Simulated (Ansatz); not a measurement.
A geometry of Hg away from equilibrium: the start of the relaxation of a relaxed Hg cell, doubled along one cell vector, shaken by Gaussian noise of σ = 0.08 Å a coordinate. The numbers are results of r2SCAN (plane waves to 500 eV, PAW, scalar-relativistic; Ansatz, a program for electronic structure), not measurements. Γ-centred k-mesh 12×6×15 on the run's cell (coarser than for final values), Fermi–Dirac smearing 0.05 eV.

```xyz
2
Lattice="-1.5500 1.5500 2.7464 3.1000 -3.1000 5.4928 1.5500 1.5500 -2.7464" Properties=species:S:1:pos:R:3:forces:R:3 pbc="T T T" free_energy=-27659.284 pressure_GPa=0.4
Hg     0.0353     0.0603    -0.0153   -0.3934    0.0025   -0.0928
Hg     1.4346    -1.6363     2.6564    0.3934   -0.0025    0.0928
```

Positions in Å, forces in eV/Å, free energy of the cell in eV (comparable only within this code, potentials and settings). Largest force: 0.40 eV/Å, on Hg1, Hg2 (atoms numbered as listed); the geometry lies 0.03 eV/atom above the end of its relaxation.

No spin polarisation in the result. No dispersion correction is included, so spacings between layers, chains or molecules are soft and tend to come out too large.

The run could not lose the symmetry of its start, so the end can be a saddle point.

The end of the path is a generated cell of Hg: the first start was made by placing the elements on the sites of a structure type, and the end was not matched to a known phase here, so it may be hypothetical.
